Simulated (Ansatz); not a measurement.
NbSiB in space group Cmcm (No. 63; Si on 4c, B on 4c, Nb on 4c), PBEsol in the plane-wave PAW code Ansatz, all energies at zero smearing, with the estimated change up to a 700 eV cutoff added, with one set of potentials and settings (totals compare only within such a set). Cell of 6 atoms (2 Si, 2 B, 2 Nb): -10543.351 eV.

| element | reference phase | E (eV/atom) |
|---|---|---|
| Si | Fd-3m, 2 atoms in the cell | -621.4920 |
| B | R-3m, 12 atoms in the cell | -152.6698 |
| Nb | Im-3m, 1 atoms in the cell | -4495.4542 |

Formation energy per atom, worked out: (-10543.351 − 2×(-621.4920) − 2×(-152.6698) − 2×(-4495.4542))/6 = -0.686 eV/atom (-66 kJ per mol of atoms), at 0 K, without zero-point energy or fitted corrections.

The start of the workflow was typed in or built on a structure type; neither database checked (COD, Materials Project) lists it. Whether it is the stable phase at ambient conditions was not checked. Symmetry was held in the PBEsol relaxation; whether a distortion lowers the energy is not shown. The run is not spin-polarised. The references are the lowest solids computed at this level, not always the standard phases.

Potentials: the later of the program's two PAW sets.
